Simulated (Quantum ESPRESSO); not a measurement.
Band energies of SrO

```
SrO
1.0
    0.00000     2.53042     2.53042
    2.53042     0.00000     2.53042
    2.53042     2.53042     0.00000
O Sr
1 1
Cartesian
  0.00000   0.00000   0.00000
  2.53042   2.53042   2.53042
```

norm-conserving LDA (Quantum ESPRESSO, 84 Ry, scalar-relativistic); path ΓXWKΓLUWLK,UX; energies in eV from the valence-band maximum.

```csv
k (1/Å),point,band 4,band 5,band 6,band 7,band 8,band 9,band 10,band 11
0.00,Γ,-13.54,-13.54,0.00,0.00,0.00,4.17,6.28,6.28
0.68,,-13.80,-13.06,-1.37,-0.12,-0.12,4.11,6.45,9.09
1.24,X,-13.99,-13.99,-0.31,-0.04,-0.04,3.13,8.19,10.54
1.37,,-14.00,-13.82,-0.32,-0.16,-0.08,3.28,8.30,9.98
1.86,W,-14.36,-12.90,-1.20,-0.36,-0.36,6.06,6.06,9.05
2.08,,-14.09,-12.99,-1.11,-0.45,-0.38,5.10,7.30,9.10
2.30,K,-13.86,-13.12,-0.98,-0.58,-0.38,4.75,8.07,9.18
2.71,,-13.65,-12.55,-1.77,-1.09,-0.41,6.32,7.06,8.61
3.31,,-13.54,-13.11,-0.64,-0.34,-0.08,5.03,5.95,6.56
3.62,Γ,-13.54,-13.54,0.00,0.00,0.00,4.17,6.28,6.28
3.91,,-13.56,-13.14,-0.55,-0.25,-0.25,5.02,6.08,6.66
4.50,,-13.63,-12.29,-2.17,-1.14,-1.14,6.53,8.26,8.84
4.69,L,-13.63,-12.22,-2.30,-1.22,-1.22,6.70,8.61,9.15
5.13,,-13.74,-12.65,-1.64,-0.95,-0.76,6.12,7.32,9.62
5.45,U,-13.86,-13.12,-0.98,-0.58,-0.38,4.75,8.07,9.18
5.78,,-14.25,-12.92,-1.17,-0.38,-0.37,5.52,6.67,9.06
5.89,W,-14.36,-12.90,-1.20,-0.36,-0.36,6.06,6.06,9.05
6.33,,-13.82,-12.63,-1.65,-0.89,-0.79,6.46,6.82,9.72
6.77,L,-13.63,-12.22,-2.30,-1.22,-1.22,6.70,8.61,9.15
6.85,,-13.64,-12.24,-2.27,-1.21,-1.20,6.69,8.37,9.16
7.36,,-13.80,-12.89,-1.29,-0.77,-0.51,5.44,7.56,9.47
7.53,K,-13.86,-13.12,-0.98,-0.58,-0.38,4.75,8.07,9.18
7.53,U,-13.86,-13.12,-0.98,-0.58,-0.38,4.75,8.07,9.18
7.97,X,-13.99,-13.99,-0.31,-0.04,-0.04,3.13,8.19,10.54
```

The LDA gap is indirect, 3.13 eV, from Γ to X; the smallest direct gap is 3.17 eV.

Geometry relaxed with LDA.
